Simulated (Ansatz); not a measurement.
**MnO2 (P4_2/mnm)**

Level of theory: LDA+U, U_eff = 4.0 eV (Dudarev form) on Mn d, fully localised double counting, collinear spin, scalar-relativistic, 420 eV, PAW set soft_2 (made for PBE), 4×4×7 mesh, Gaussian smearing of 0.05 eV; plane-wave PAW code Ansatz.

```
Mn O
1.0
     4.39600    0.00000    0.00000
     0.00000    4.39600    0.00000
     0.00000    0.00000    2.87100
Mn O
2 4
Direct
  0.00000 0.00000 0.00000
  0.50000 0.50000 0.50000
  0.30200 0.30200 0.00000
  0.19800 0.80200 0.50000
  0.69800 0.69800 0.00000
  0.80200 0.19800 0.50000
```

The structure is that of a cell as deposited in COD, unrelaxed.

Cell and atoms stay fixed. Atoms count from 1 in the text and from 0 in parts of the program's output.

Two runs on this cell converged from different starts. The ends of their outputs, energies left out (λ are the eigenvalues of a shell's occupation matrix):

Run A:

```
Magnetization:  0.0000 μB (27.0000 up, 27.0000 down)
Absolute magnetization: 6.2639 μB (∫|ρ↑−ρ↓|, with the PAW one-centre terms)
Per-site moments (μB) at R_I (Å): [(2.53220, 0.77447), (-2.53221, 0.77447), (-0.00484, 0.77447), (0.00484, 0.77447), (-0.00484, 0.77447), (0.00484, 0.77447)]
Entropy (-TS):   -0.000001 eV ( 0.000 meV/atom)
Fermi energy:    10.402808 eV
--- Forces (eV/Å), atoms counted from 1 ---
  atom   1  Mn     0.00000000     0.00000000     0.00000000
  atom   2  Mn     0.00000000     0.00000000     0.00000000
  atom   3  O      0.38385004     0.38385004     0.00000000
  atom   4  O     -0.38385051     0.38385051     0.00000000
  atom   5  O     -0.38385004    -0.38385004     0.00000000
  atom   6  O      0.38385051    -0.38385051     0.00000000
--- Stress (GPa, compression-positive) ---
       -8.497441       0.000028       0.000000
        0.000028      -8.497441       0.000000
        0.000000       0.000000      -8.750164
  P = ⅓ Tr σ = -8.5817 GPa (-85.817 kbar)
--- Löwdin populations: 6 sites ---
  site symbol       q [e]    m [muB]
     0     Mn     13.5972     2.8886
     1     Mn     13.5973    -2.8886
     2      O      6.6480    -0.0094
     3      O      6.6480     0.0094
     4      O      6.6480    -0.0094
     5      O      6.6480     0.0094
--- Occupation matrices: 2 shells (run DFT+U table (all-electron-ortho-atomic); ε = 3.78e-3) ---
  Mn0 d_3D up     Tr n = 3.9656  λ = 0.491 0.504 0.990 0.990 0.990
  Mn0 d_3D dn     Tr n = 1.0684  λ = 0.086 0.161 0.188 0.311 0.323
  Mn1 d_3D up     Tr n = 1.0684  λ = 0.086 0.161 0.188 0.311 0.323
  Mn1 d_3D dn     Tr n = 3.9656  λ = 0.491 0.504 0.990 0.990 0.990
```

Run B:

```
Magnetization: 6.0192 μB (30.0096 up, 23.9904 down)
Absolute magnetization: 6.6853 μB (∫|ρ↑−ρ↓|, with the PAW one-centre terms)
Per-site moments (μB) at R_I (Å): [(2.62839, 0.77447), (2.62839, 0.77447), (-0.03209, 0.77447), (-0.03209, 0.77447), (-0.03209, 0.77447), (-0.03209, 0.77447)]
Entropy (-TS):   -0.000612 eV (-0.102 meV/atom)
Fermi energy:    10.243541 eV
--- Forces (eV/Å), atoms counted from 1 ---
  atom   1  Mn     0.00000000     0.00000000     0.00000000
  atom   2  Mn     0.00000000     0.00000000     0.00000000
  atom   3  O      0.38653620     0.38653620     0.00000000
  atom   4  O     -0.38653620     0.38653620     0.00000000
  atom   5  O     -0.38653620    -0.38653620     0.00000000
  atom   6  O      0.38653620    -0.38653620     0.00000000
--- Stress (GPa, compression-positive) ---
       -6.269623       0.000000       0.000000
        0.000000      -6.269623       0.000000
        0.000000       0.000000      -6.641693
  P = ⅓ Tr σ = -6.3936 GPa (-63.936 kbar)
--- Löwdin populations: 6 sites ---
  site symbol       q [e]    m [muB]
     0     Mn     13.5741     3.0138
     1     Mn     13.5741     3.0138
     2      O      6.6582    -0.0145
     3      O      6.6582    -0.0145
     4      O      6.6582    -0.0145
     5      O      6.6582    -0.0145
--- Occupation matrices: 2 shells (run DFT+U table (all-electron-ortho-atomic); ε = 1.17e-3) ---
  Mn0 d_3D up     Tr n = 4.0132  λ = 0.517 0.528 0.985 0.988 0.995
  Mn0 d_3D dn     Tr n = 0.9989  λ = 0.086 0.142 0.157 0.297 0.317
  Mn1 d_3D up     Tr n = 4.0132  λ = 0.517 0.528 0.985 0.988 0.995
  Mn1 d_3D dn     Tr n = 0.9989  λ = 0.086 0.142 0.157 0.297 0.317
```

**Question.** Which run lies higher in energy, by how much, and why?

**Answer.** Run B, by 12.6 meV/atom. Run B has no gap on the mesh (a metal); run A has a gap of 0.25 eV. Run B kept 16 symmetry operations, run A 8. Flag on run B: mesh too coarse for this metal, the program noted another magnetic order. They differ in magnetic order (signs of the magnetic ions' moments, up to an overall flip, +− in run A, ++ in run B). With J = 0 the Hubbard energy is (U/2) Σ λ(1 − λ), a penalty on fractional natural occupations. The sums Σ λ(1 − λ) over the cell's shells are 2.66 for run A and 2.58 for run B, which at U/2 = 2.00 eV give 5.31 and 5.15 eV per cell. Of the difference of 0.075 eV per cell, the Hubbard term gives -0.158 eV and all other terms 0.233 eV, so the other terms decide the order against the Hubbard term. The other terms are taken on each state's own density, so they aren't the result of a run without U.

In the lower state the fixed cell carries a pressure of -8.6 GPa and forces up to 0.54 eV/Å; relaxing would change energies and could change the order of close states.

Run B started from: ferromagnetic start, free, default search, moments Mn1 3.00; Mn2 3.00 μB. Run A started from: antiferromagnetic start, free, moments Mn1 3.00; Mn2 -3.00 μB, occupations held for 8 iterations. At this level the cell was started in 16 ways, of which 1 didn't converge. Run A holds the lowest state found for this cell, which doesn't make it the ground state. For metallic states the mesh is coarse, so energy differences carry some meV/atom. U is one value of a scan, not fitted to this compound, so the states needn't resemble the real material's. Where a metal has almost no states within the smearing of the Fermi level on this mesh, its moment and stress follow whole counts of k-points and would move on a finer mesh. A gap on the mesh alone may shrink between mesh points.
